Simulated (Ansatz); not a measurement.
AlAs (zinc blende)

```
CELL_PARAMETERS angstrom
      0.00000     2.83733     2.83733
      2.83733     0.00000     2.83733
      2.83733     2.83733     0.00000
ATOMIC_POSITIONS crystal
  As 0.75000 0.75000 0.75000
  Al 0.00000 0.00000 0.00000
```

The volume is varied about the relaxed value V₀ at fixed cell shape. Symmetry pins the atoms to their sites.

These are PBEsol (plane waves to 420 eV, PAW, scalar-relativistic; Ansatz, a program for electronic structure) values and carry that method's errors. k mesh 10×10×10 (Γ-centred), Fermi-Dirac smearing 0.05 eV. Energies are smeared free energies. Compression counts positive. AlAs was relaxed with its symmetry unable to fall. The zero of ΔE is the relaxed starting cell.

```tsv
V (Å³/atom)	ΔE (meV/atom)
19.187	178.0
19.796	117.2
20.405	71.2
21.014	38.1
21.624	16.1
22.233	3.8
22.842	0.0
23.451	3.5
24.060	withheld
24.669	28.7
25.278	48.9
25.887	73.2
26.496	101.1
```

Q: Fit a third-order Birch-Murnaghan form (E₀, V₀, B₀, B₀′ free) to the given rows and predict ΔE at V = 24.060.

A: Least squares on the 12 given rows: ΔE = E₀ + (9V₀B₀/16)·y²·[2 + (B₀′ − 4)y], y = (V₀/V)^(2/3) − 1, with V₀ = 22.843 Å³/atom, B₀ = 71.92 GPa (160.2 GPa = 1 eV/Å³; the term in eV is multiplied by 1000), B₀′ = 4.24, E₀ = 0.04 meV/atom; root-mean-square residual 0.05 meV/atom. At 24.060 the fit gives 13.3 meV/atom; the calculation gives 13.3 meV/atom, the same to the digits shown. For the pressure the fit gives -3.3 GPa against the computed -3.4 GPa.

(A scan under strain: stresses follow from slopes of the energy per volume, elastic moduli from its curvatures.)
